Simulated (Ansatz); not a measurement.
GaSb in space group Immm (No. 71; Ga on 2a, Sb on 2c) at seven volumes, PBEsol in the plane-wave PAW code Ansatz, shape and atoms relaxed at each. One row is withheld.

```json
[
 {"V (Å³/atom)": "20.667", "P (GPa)": "7.39"},
 {"V (Å³/atom)": "21.348", "P (GPa)": "4.47"},
 {"V (Å³/atom)": "22.030", "P (GPa)": "2.04"},
 {"V (Å³/atom)": "22.711", "P (GPa)": "0.00"},
 {"V (Å³/atom)": "23.392", "P (GPa)": "-1.72"},
 {"V (Å³/atom)": "24.074", "P (GPa)": "-3.18"},
 {"V (Å³/atom)": "24.755", "P (GPa)": "?"}
]
```

Q: Fit the shown pressures and predict the withheld one.

A: Third-order Birch–Murnaghan: P = (3/2)B₀(x^(7/2) − x^(5/2))[1 + (3/4)(B′ − 4)(x − 1)] with x = (V₀/V)^(2/3). Least squares on the six rows gives V₀ = 22.709 Å³/atom, B₀ = 62.51 GPa, B′ = 4.79. At V = 24.755, x = 0.9441 and P = -4.39 GPa. The run itself gave -4.40 GPa.

The workflow started from a Materials Project entry (that database holds measured and hypothetical structures alike); the Crystallography Open Database copy checked does not list it. It is not the phase usual at ambient conditions (space group No. 216). Symmetry was held in the PBEsol relaxation; phonons show weakly imaginary modes. Spin–orbit coupling is left out wherever it is not named.

Potentials: the later of the program's two PAW sets.
